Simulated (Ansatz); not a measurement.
Au:
```
Au
1.0
    0.00000     2.05422     2.05422
    2.05422     0.00000     2.05422
    2.05422     2.05422     0.00000
Au
1
Cartesian
  0.00000   0.00000   0.00000
```

Relaxed with r²SCAN+D4. Special points in fractions of this cell's reciprocal vectors: Γ (0.000, 0.000, 0.000); X (0.500, 0.000, 0.500); U (0.625, 0.250, 0.625); K (0.375, 0.375, 0.750); L (0.500, 0.500, 0.500); W (0.500, 0.250, 0.750).

Task: List the band energies nearest the Fermi level at these points for r²SCAN+D4 (plane waves, PAW; program Ansatz).

Result: In eV from the Fermi level; about four levels below and three above (degenerate sets whole), none deeper than 8.9 eV; … stands for higher levels left out; points with the same levels are listed once.

```csv
k,below,above
Γ,-5.02 -5.02 -5.02 -3.53 -3.53,…
X,-7.07 -2.38 -1.98 -1.98,1.09 …
U,-6.11 -4.11 -3.23 -2.43,3.86 …
L,-5.06 -5.06 -2.31 -2.31 -0.86,…
W,-5.45 -5.45 -3.65 -1.98,4.71 …
```

Space group Fm-3m (fcc (Cu type)). Symmetry was held in the r²SCAN+D4 relaxation. The pairwise dispersion correction was not fitted to metals. Spin–orbit coupling is left out wherever it is not named.

Potentials: the earlier of the program's two PAW sets.
